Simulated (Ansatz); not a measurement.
ZrO2:
Space group Pnma (No. 62); a = 7.675 Å, b = 3.447 Å, c = 5.419 Å, α = 90.00°, β = 90.00°, γ = 90.00°

```json
[
 {"atom": "Zr", "site": "4c", "symmetry": ".m.", "x": "0.3307", "y": "0.2500", "z": "0.3555"},
 {"atom": "O", "site": "4c", "symmetry": ".m.", "x": "0.1099", "y": "0.2500", "z": "0.1081"},
 {"atom": "O", "site": "4c", "symmetry": ".m.", "x": "0.1436", "y": "0.2500", "z": "0.6299"}
]
```

Relaxed with r²SCAN.

### Question
Tabulate the valence density and the electron localisation function along the shortest Zr–O contact (2.07 Å), plane-wave PAW r²SCAN (Ansatz code).

### Answer


| distance from Zr (Å) | density (e/Å³) | ELF |
|---|---|---|
| 0.21 | 3.42 | 0.19 |
| 0.31 | 3.94 | 0.45 |
| 0.41 | 4.04 | 0.66 |
| 0.52 | 3.62 | 0.77 |
| 0.62 | 2.86 | 0.78 |
| 0.72 | 2.03 | 0.72 |
| 0.83 | 1.36 | 0.54 |
| 0.93 | 0.93 | 0.33 |
| 1.03 | 0.74 | 0.24 |
| 1.14 | 0.75 | 0.34 |
| 1.24 | 0.94 | 0.58 |
| 1.34 | 1.31 | 0.77 |
| 1.45 | 1.96 | 0.82 |
| 1.55 | 3.02 | 0.81 |
| 1.65 | 4.38 | 0.75 |
| 1.76 | 5.74 | 0.61 |
| 1.86 | 6.81 | 0.43 |

The density is the valence pseudo-density with augmentation charge, so density and ELF within about 1 Å of a nucleus are not all-electron values.

The first step of the workflow began from a Materials Project structure, measured or hypothetical; the Crystallography Open Database copy checked does not list it. It is not the phase usual at ambient conditions (space group No. 14). The r²SCAN relaxation kept the symmetry of its start; whether a distortion lowers the energy is not shown. No spin polarisation was allowed.

Potentials: the later of the program's two PAW sets.
